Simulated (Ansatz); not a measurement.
The relaxed structure here is a generated cell of AlAu: the first start was made by placing the elements on the sites of a structure type, and the end was not matched to a known phase here, so it may be hypothetical.

A relaxed cell of AlAu (P4₂/mnm (No. 136)), relaxed on a k-mesh at least as fine as the one used below. These are PBE (plane waves to 420 eV, PAW, scalar-relativistic; Ansatz, a first-principles code) values and carry that method's errors. Γ-centred k-mesh 4×4×11 on the run's cell (coarser than for final values), Fermi–Dirac smearing 0.05 eV.

```
CELL_PARAMETERS angstrom
      8.07628     0.00000     0.00000
      0.00000     8.07628     0.00000
      0.00000     0.00000     2.87512
ATOMIC_POSITIONS crystal
  Al 0.87933 0.12067 0.50000
  Al 0.37933 0.37933 0.00000
  Al 0.62067 0.62067 0.00000
  Al 0.12067 0.87933 0.50000
  Au 0.80740 0.80740 0.50000
  Au 0.30740 0.69260 0.00000
  Au 0.69260 0.30740 0.00000
  Au 0.19260 0.19260 0.50000
```

The atoms are displaced by (Å):

```
atom      ux      uy      uz
----  ------  ------  ------
Al1    0.153   0.117   0.037
Al2   -0.029  -0.011  -0.089
Al3   -0.007   0.183   0.078
Al4   -0.064  -0.023  -0.088
Au5    0.079  -0.102   0.033
Au6   -0.079   0.020   0.053
Au7    0.076   0.057  -0.066
Au8    0.035   0.017   0.086
```

**Question.** What forces (eV/Å) and pressure result?

**Answer.** 
| atom | Fx | Fy | Fz |
|---|---|---|---|
| Al1 | -0.88 | -0.25 | -0.21 |
| Al2 | 0.87 | 0.71 | 0.53 |
| Al3 | -0.84 | -1.02 | -0.14 |
| Al4 | 0.42 | 0.31 | 0.30 |
| Au5 | 0.07 | 0.79 | 0.20 |
| Au6 | 0.48 | -0.32 | -0.37 |
| Au7 | -0.32 | 0.23 | 0.22 |
| Au8 | 0.19 | -0.44 | -0.53 |

Pressure +0.8 GPa.

**Question.** Estimate the energy cost of the displacement in the harmonic approximation and compare with the calculation.

**Answer.** For a harmonic well ΔE = −½ Σ F·u = 0.354 eV a cell, or 44 meV/atom. The calculated energy relative to the undisplaced cell is +0.05 eV/atom, so the harmonic estimate holds well.

The undisplaced cell is probably no minimum: from this displacement the run went on to P4/mbm (No. 127), 0.13 eV/atom below it.

No spin polarisation in the result.
